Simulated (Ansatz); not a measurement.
Here is the system:

PbSe (rock salt)

Space group Fm-3m (No. 225); a = 6.2177 Å, b = 6.2177 Å, c = 6.2177 Å, α = 90.00°, β = 90.00°, γ = 90.00°

```json
[
 {"atom": "Se", "site": "4a", "symmetry": "m-3m", "x": "0.0000", "y": "0.0000", "z": "0.0000"},
 {"atom": "Pb", "site": "4b", "symmetry": "m-3m", "x": "0.5000", "y": "0.5000", "z": "0.5000"}
]
```
(The calculation used a cell of 2 atoms; values per cell refer to that cell.)

This relaxed cell (volume V₀) is scaled evenly in all directions, its shape held. Symmetry pins the atoms to their sites.

These are PBE (plane waves to 420 eV, PAW, scalar-relativistic; Ansatz, an electronic-structure program) values and carry that method's errors. k mesh 9×9×9 (Γ-centred), Fermi-Dirac smearing 0.05 eV. Energies are smeared free energies. Stress and pressure are positive under compression. PbSe was relaxed with its symmetry unable to fall. Spin-orbit coupling is left out, though Pb is heavy. The PAW data are Ansatz's earlier set. The zero of ΔE is the relaxed starting cell.

The scan covers V/V₀ from 0.900 to 1.100 in 13 points.

### Question
What is the fitted pressure derivative B₀′?

### Answer
4.4.

### Question
What bulk modulus B₀ follows from a third-order Birch-Murnaghan fit?

### Answer
46.5 GPa.

(Under strain, the slope of the energy per volume gives the stress and its curvature an elastic modulus.)
